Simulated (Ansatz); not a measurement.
The relaxation started from an entry of Materials Project.

One stationary structure of KNaSO$_{4}$. Space group P-3m1 (No. 164). Method: r2SCAN (plane waves to 500 eV, PAW, scalar-relativistic; Ansatz, a quantum-chemistry and plane-wave program).

```cif
data_K2Na2O8S2
_chemical_formula_sum 'K2 Na2 S2 O8'
_space_group_name_H-M_alt 'P-3m1'
_space_group_IT_number 164
_space_group_name_Hall '-P 3 2"'
_cell_length_a 5.58266
_cell_length_b 5.58266
_cell_length_c 7.14972
_cell_angle_alpha 90.000
_cell_angle_beta 90.000
_cell_angle_gamma 120.000
loop_
_atom_site_label
_atom_site_type_symbol
_atom_site_symmetry_multiplicity
_atom_site_Wyckoff_symbol
_atom_site_fract_x
_atom_site_fract_y
_atom_site_fract_z
_atom_site_occupancy
K1 K 2 d 0.66667 0.33333 0.33720 1
Na1 Na 1 b 0.00000 0.00000 0.50000 1
Na2 Na 1 a 0.00000 0.00000 0.00000 1
S1 S 2 d 0.33333 0.66667 0.21743 1
O1 O 6 i 0.18880 0.37760 0.29117 1
O2 O 2 d 0.33333 0.66667 0.01386 1
```

```yaml
volume_per_atom: 13.78 Å³
band_gap: 6.13 eV, indirect (valence top at M, conduction bottom at Γ) (no spin-orbit coupling)
smallest_direct_gap: 6.21 eV at Γ
shortest_distances: O–S 1.46 Å; Na–O 2.36 Å; O–O 2.42 Å; K–O 2.51 Å
k-mesh: 6×6×4
```

Band energies at high-symmetry points (eV from the VBM; labels of this space group; no spin-orbit coupling), from −5 eV up to 10.5 eV:

```
point                                                                                                                                                       energies
-----  -------------------------------------------------------------------------------------------------------------------------------------------------------------
Γ                  -2.68 -2.68 -2.66 -2.66 -2.62 -2.15 -2.15 -1.95 -1.71 -1.71 -0.17 -0.13 -0.13 -0.09 -0.09 -0.08 6.13 8.54 8.74 8.74 8.87 9.47 9.47 9.61 9.92 9.92
M                -3.04 -2.77 -2.74 -2.65 -2.49 -2.41 -2.28 -2.14 -2.05 -1.79 -0.54 -0.43 -0.38 -0.20 -0.20 0.00 8.22 8.26 8.82 9.47 9.68 9.71 9.86 10.24 10.30 10.54
K                -3.08 -2.84 -2.84 -2.49 -2.46 -2.36 -2.36 -2.03 -2.03 -2.02 -0.55 -0.55 -0.40 -0.15 -0.15 -0.13 8.58 8.98 8.98 9.06 9.53 9.87 9.92 9.92 10.21 10.21
A      -2.72 -2.72 -2.58 -2.58 -2.53 -2.51 -2.12 -2.12 -1.75 -1.75 -0.28 -0.28 -0.16 -0.09 -0.01 -0.01 6.90 7.49 8.83 8.83 9.13 9.13 9.33 9.62 9.98 9.98 10.08 10.17
L               -2.93 -2.90 -2.82 -2.66 -2.59 -2.53 -2.21 -2.18 -2.14 -1.80 -0.49 -0.45 -0.43 -0.19 -0.19 -0.11 8.34 8.48 9.08 9.14 9.27 9.69 9.97 10.07 10.24 10.55
H                     -3.00 -2.88 -2.88 -2.66 -2.52 -2.52 -2.29 -2.08 -2.04 -2.04 -0.51 -0.51 -0.37 -0.22 -0.22 -0.19 8.60 8.69 9.34 9.34 9.57 9.71 9.71 10.09 10.09
```

No spin polarisation in the result.

The run could not lose the symmetry of its start.
